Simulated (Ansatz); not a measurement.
SiO₂:
```cif
data_O6Si3
_chemical_formula_sum 'Si3 O6'
_space_group_name_H-M_alt 'P3221'
_space_group_IT_number 154
_space_group_name_Hall 'P 32 2"'
_cell_length_a 4.94791
_cell_length_b 4.94791
_cell_length_c 5.44078
_cell_angle_alpha 90.000
_cell_angle_beta 90.000
_cell_angle_gamma 120.000
loop_
_atom_site_label
_atom_site_type_symbol
_atom_site_symmetry_multiplicity
_atom_site_Wyckoff_symbol
_atom_site_fract_x
_atom_site_fract_y
_atom_site_fract_z
_atom_site_occupancy
Si1 Si 3 a 0.52968 0.52968 0.00000 1
O1 O 6 c 0.26699 0.41252 0.21452 1
```

Relaxed with PBEsol.

Question: Give the optical modes at the zone centre with their infrared activity from DFPT, the program Ansatz at the PBEsol level (PAW).

Answer: Transverse frequencies, without the LO–TO term; a row sums one degenerate level.

| ω (cm⁻¹) | degeneracy | IR ((D/Å)²/amu) | activity | symmetry |
|---|---|---|---|---|
| 121 | 2 | 0.00 | IR-inactive | E |
| 197 | 1 | 0.00 | IR-inactive | A1 |
| 249 | 2 | 0.40 | IR | E |
| 336 | 1 | 0.00 | IR-inactive | A1 |
| 341 | 1 | 4.61 | IR | A2 |
| 371 | 2 | 5.75 | IR | E |
| 421 | 2 | 16.04 | IR | E |
| 441 | 1 | 0.00 | IR-inactive | A1 |
| 466 | 1 | 8.64 | IR | A2 |
| 674 | 2 | 1.21 | IR | E |
| 756 | 1 | 3.38 | IR | A2 |
| 775 | 2 | 6.75 | IR | E |
| 1044 | 2 | 84.64 | IR | E |
| 1051 | 1 | 44.54 | IR | A2 |
| 1060 | 1 | 0.00 | IR-inactive | A1 |
| 1134 | 2 | 1.08 | IR | E |

Question: How high does the top mode go among those that the LO–TO term moves?

Answer: 1203 cm⁻¹ for q along x, 1203 cm⁻¹ for q along y, 1212 cm⁻¹ for q along z.

Space group P3_221. Symmetry was held in the PBEsol relaxation.

Potentials: the later of the program's two PAW sets.
